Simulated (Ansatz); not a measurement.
Starting cell, ZnS (zinc blende):

```yaml
crystal:
  lattice:
    - [0.00000, 5.44344, 5.44344]
    - [2.72172, 2.72172, 5.44344]
    - [2.72172, 2.72172, 0.00000]
  atoms:
    - { symbol: S, position: [0.00000, 0.75000, 0.75000] }
    - { symbol: S, position: [0.50000, 0.75000, 0.75000] }
    - { symbol: Zn, position: [0.00000, 0.00000, 0.00000] }
    - { symbol: Zn, position: [0.50000, 0.00000, 0.00000] }
```

A phonon eigenvector at X = (0.5, 0.5, 0.0) is frozen into this cell: atom i moves by Q times the vector below, so Q is the largest atomic displacement, in Å. The cell is held. It is one choice among 2 degenerate patterns. (q is in reciprocal vectors of the primitive cell; the cell shown is doubled to hold the pattern.)

```json
[
 {"atom": "S1", "x": "-0.607", "y": "0.000", "z": "0.000"},
 {"atom": "S2", "x": "0.607", "y": "0.000", "z": "0.000"},
 {"atom": "Zn3", "x": "0.000", "y": "-1.000", "z": "0.000"},
 {"atom": "Zn4", "x": "0.000", "y": "1.000", "z": "0.000"}
]
```

Computed with PBE (plane waves to 420 eV, PAW, scalar-relativistic; Ansatz, a quantum-chemistry and plane-wave program). k mesh 10×10×10 (Γ-centred), Fermi-Dirac smearing 0.05 eV. ZnS was relaxed with its symmetry unable to fall. 

| Q (Å) | −dE/dQ from forces (eV/Å) |
|---|---|
| -0.100 | 0.456 |
| -0.083 | 0.380 |
| -0.067 | 0.304 |
| -0.050 | 0.229 |
| -0.033 | 0.152 |
| -0.017 | 0.076 |
| 0.000 | 0.000 |
| 0.017 | -0.076 |
| 0.033 | -0.152 |
| 0.050 | -0.229 |
| 0.067 | -0.304 |
| 0.083 | -0.380 |
| 0.100 | -0.456 |

Q: What harmonic wavenumber does the curvature at Q = 0 give?

A: 90 cm⁻¹. E″ = 4.58 eV/Å², M = Σ mᵢ|uᵢ|² = 154.4 u, ν̃ = 521.5·√(|E″|/M).

(A displaced cell: forces are minus the slopes of the energy, force constants its curvatures, and phonons follow from these.)
